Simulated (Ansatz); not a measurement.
All numbers below come from DFT PBE, scalar-relativistic, plane waves, PAW in Ansatz 0.2.0. All cells share a 420 eV cutoff and Γ-centred k meshes spaced at most about 0.3 Å⁻¹ (about 0.25 or finer for metals, 2π included). No spin polarisation in the final relaxations.

All energies are static (0 K, no zero-point motion).

Two forms of Mg3NbO2 were relaxed alike.

A.

```cif
data_structure
_symmetry_space_group_name_H-M 'R-3m:H'
_symmetry_Int_Tables_number 166
_cell_length_a 7.3618
_cell_length_b 7.3618
_cell_length_c 11.1106
_cell_angle_alpha 90.000
_cell_angle_beta 90.000
_cell_angle_gamma 120.000
_cell_volume 521.48
loop_
_atom_site_label
_atom_site_type_symbol
_atom_site_symmetry_multiplicity
_atom_site_Wyckoff_symbol
_atom_site_fract_x
_atom_site_fract_y
_atom_site_fract_z
_atom_site_occupancy
Mg1 Mg 9 d 0.83333 0.16667 0.16667 1
Nb1 Nb 3 a 0.00000 0.00000 0.00000 1
O1 O 6 c 0.33333 0.66667 0.84170 1
```

B.

```cif
data_structure
_symmetry_space_group_name_H-M 'P6/mmm'
_symmetry_Int_Tables_number 191
_cell_length_a 5.8670
_cell_length_b 5.8670
_cell_length_c 2.7503
_cell_angle_alpha 90.000
_cell_angle_beta 90.000
_cell_angle_gamma 120.000
_cell_volume 81.99
loop_
_atom_site_label
_atom_site_type_symbol
_atom_site_symmetry_multiplicity
_atom_site_Wyckoff_symbol
_atom_site_fract_x
_atom_site_fract_y
_atom_site_fract_z
_atom_site_occupancy
Mg1 Mg 3 g 0.50000 0.00000 0.50000 1
Nb1 Nb 1 a 0.00000 0.00000 0.00000 1
O1 O 2 c 0.33333 0.66667 0.00000 1
```

**Question.** Which would you expect to be lower, and how large is the difference?

**Answer.** B is lower, by 0.47 eV/atom. A has space group R-3m (No. 166), 29.0 Å³/atom and no gap on its mesh; B has space group P6/mmm (No. 191), 13.7 Å³/atom and no gap. Counting O atoms around Mg and Nb (those within 1.25 times the shortest such distance or 1.15 times the sum of covalent radii; the shortest distance is added where it is long for a bond), A has Mg 2, Nb 2 and B has Mg 4, Nb 6 from 3.4 Å. The denser one is the lower, and pressure would at first widen the difference. In A, around Mg lie 2 O at 2.13 Å and 2 Nb at 2.82 Å; Nb has 2 O at 1.94 Å and 6 Mg at 2.82 Å; O is surrounded by 1 Nb at 1.94 Å and 3 Mg at 2.13 Å. In B, Mg has 4 O at 2.18 Å, 2 Mg at 2.75 Å, 4 Mg at 2.93 Å and 4 Nb at 3.24 Å; Nb has 2 Nb at 2.75 Å and 12 Mg at 3.24 Å; O has 6 Mg at 2.18 Å. Both come from invented guesses.

In R-3m, P6/mmm an odd number of electrons in the primitive cell allows no gap without spin; a larger cell or a magnetic state could open one. A magnetic state wasn't ruled out in cells without spin, among them R-3m, P6/mmm. Cells relaxed within their symmetry can be saddle points.
